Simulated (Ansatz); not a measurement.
ZnAu (CsCl type)

```
ZnAu
1.0
    3.09586     0.00000     0.00000
    0.00000     3.09586     0.00000
    0.00000     0.00000     3.09586
Zn Au
1 1
Cartesian
  1.54793   1.54793   1.54793
  0.00000   0.00000   0.00000
```

The slice is a {110} plane (indices of the conventional cell) through the point (0.000, 0.000, 0.000) (fractional), spanned by u = [100] and v = [011] in vectors of this cell: u (3.10 Å) and v (4.38 Å, at 90° to u). It covers one period; positions are fractions (u, v).

Level of theory: LDA (plane waves to 420 eV, PAW, scalar-relativistic; Ansatz, a program for electronic structure). k mesh 15×15×15. These are valence fields of a PAW run, semicore shells included where kept as valence: close to a nucleus they are smooth pseudo fields. Spin-orbit coupling is left out, though Au is heavy. ZnAu was relaxed with its symmetry unable to fall.

**Question.** What is the valence density on the shortest Zn–Au line in this plane (2.68 Å), at its minimum between the atoms?

**Answer.** 0.29 e/Å³.

**Question.** What is the ELF at the density minimum of the shortest Zn–Au line in this plane (2.68 Å)?

**Answer.** 0.2.

**Question.** Sketch the electron localisation function (ELF) on this plane as a map.

**Answer.** 
```
|xxx974323479xx|
|xx98543234589x|
|99864333334689|
|76544333334456|
|44443222223444|
|34432222222344|
|33322100012233|
|222210xxx01222|
|22120xxxxx0212|
|22120xxxxx0212|
|22120xxxxx0212|
|222210xxx01222|
|33322100012233|
|34432222222344|
|44443222223444|
|76544333334456|
|99864333334689|
|xx98543234589x|
|xxx974323479xx|
|xxx974323479xx|
```
Scale: ten equal steps from 0.09 (start of '0') to 0.54 (end of '9'), in the order '0123456789'. Values: electron localisation function (ELF). The map has 14 points along u (one character each, u = 0 at the left) and 20 along v (v = 0 in the bottom row). Points within 0.5 Å of a nucleus are blanked (x), as the pseudised field means little there.
